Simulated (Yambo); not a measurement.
Yambo run on NaAuO$_{2}$ (space group Cmcm, No. 63). The wavefunctions come from this Quantum ESPRESSO step (LDA, PseudoDojo standard norm-conserving files, scalar-relativistic):

```
&CONTROL
  calculation = 'nscf'
  pseudo_dir = './pseudo'
  outdir = './out'
/
&SYSTEM
  ibrav = 0
  nat = 8
  ntyp = 3
  ecutwfc = 88.0
  ecutrho = 352.0
  occupations = 'fixed'
  force_symmorphic = .true.
  nbnd = 156
/
&ELECTRONS
  conv_thr = 8e-09
  diago_full_acc = .true.
  diago_thr_init = 1e-08
/
ATOMIC_SPECIES
O 15.9990 O.upf
Na 22.9898 Na.upf
Au 196.9666 Au.upf
CELL_PARAMETERS angstrom
  1.889820000000  -5.665970000000   0.000000000000
  1.889820000000   5.665970000000   0.000000000000
  0.000000000000   0.000000000000   5.980510000000
ATOMIC_POSITIONS crystal
O   0.877800000000   0.122200000000   0.493260000000
O   0.122200000000   0.877800000000   0.506740000000
O   0.122200000000   0.877800000000   0.993260000000
O   0.877800000000   0.122200000000   0.006740000000
Na   0.287380000000   0.712620000000   0.250000000000
Na   0.712620000000   0.287380000000   0.750000000000
Au   0.996700000000   0.003300000000   0.750000000000
Au   0.003300000000   0.996700000000   0.250000000000
K_POINTS automatic
4 4 2 0 0 0
```

Yambo input:

```
rim_cut
gw0
dyson
el_el_corr
HF_and_locXC
ppa
em1d
RandQpts= 1000000
RandGvec= 1 Ry
EXXRLvcs= 88 Ry
VXCRLvcs= 352 Ry
Chimod= "HARTREE"
% BndsRnXp
 11 | 155 |
%
NGsBlkXp= 6 Ry
% LongDrXp
 1.0 | 1.0 | 1.0 |
%
PPAPntXp= 27.2114 eV
% GbndRnge
 1 | 155 |
%
GTermKind= "BG"
DysSolver= "n"
ExtendOut
% QPkrange
 1 | 1 | 40 | 41 |
 2 | 2 | 40 | 41 |
 5 | 5 | 40 | 41 |
 6 | 6 | 40 | 41 |
 13 | 13 | 40 | 41 |
 14 | 14 | 40 | 41 |
%
```

k points by index: 1 = Γ, 2 = (0, 0, -0.5), 5 = (0, -0.5, 0), 6 = (0, -0.5, -0.5), 13 = (-0.5, -0.5, 0), 14 = (-0.5, -0.5, -0.5).

Table of the .qp output:

```
#    K-point    Band    Eo [eV]    E [eV]    E-Eo [eV]    Vxc [eV]    Vnlxc [eV]    Sc|Eo [eV]    Sc|E [eV]    dSc/dw|Eo [eV]    Re(Z)    Im(Z)
#
    1    40    0.000000    -0.663253    -0.663253    -21.01983    -26.84452    4.967872    5.161437    -7.939410    0.774130    -0.001549
    1    41    1.954238    3.469038    1.514800    -22.52213    -18.18656    -2.404662    -2.820771    -7.472790    0.784523    -0.004354
    2    40    -0.743508    -1.444169    -0.700661    -20.37029    -26.38663    5.104757    5.315679    -8.188200    0.768685    -0.002400
    2    41    1.516405    2.976320    1.459915    -21.55320    -17.41217    -2.302542    -2.681118    -7.055290    0.794097    -0.002668
    5    40    -0.347192    -1.071325    -0.724133    -20.42093    -26.17452    4.822317    5.029448    -7.781652    0.777620    -0.001598
    5    41    1.792168    3.275377    1.483209    -22.23911    -17.99964    -2.360897    -2.756270    -7.253248    0.789543    -0.001228
    6    40    -0.938983    -1.657434    -0.718451    -20.26187    -26.07612    4.883498    5.095805    -8.039127    0.771940    -0.001621
    6    41    1.358103    2.781804    1.423701    -21.19756    -17.16539    -2.247701    -2.608467    -6.894966    0.797837    -0.001323
    13    40    -0.054474    -0.738805    -0.684331    -21.17114    -27.01581    4.962353    5.160344    -7.870902    0.775642    -0.001529
    13    41    1.559504    3.007827    1.448323    -21.74892    -17.49913    -2.426814    -2.801462    -7.038616    0.794491    -0.001144
    14    40    -0.609365    -1.287051    -0.677686    -20.51415    -26.55212    5.154475    5.360287    -8.261311    0.767103    -0.001938
    14    41    0.889124    2.207420    1.318296    -19.61476    -15.65680    -2.328366    -2.639666    -6.425285    0.808978    -0.001189
```
(The two width columns are left out.) Convergence of these settings isn't established.

Spin-orbit coupling is not included.

Geometry of the Materials Project entry, not relaxed at this level.

The structure is a Materials Project entry; no match was found in the copy of COD used, and its stability was not checked.
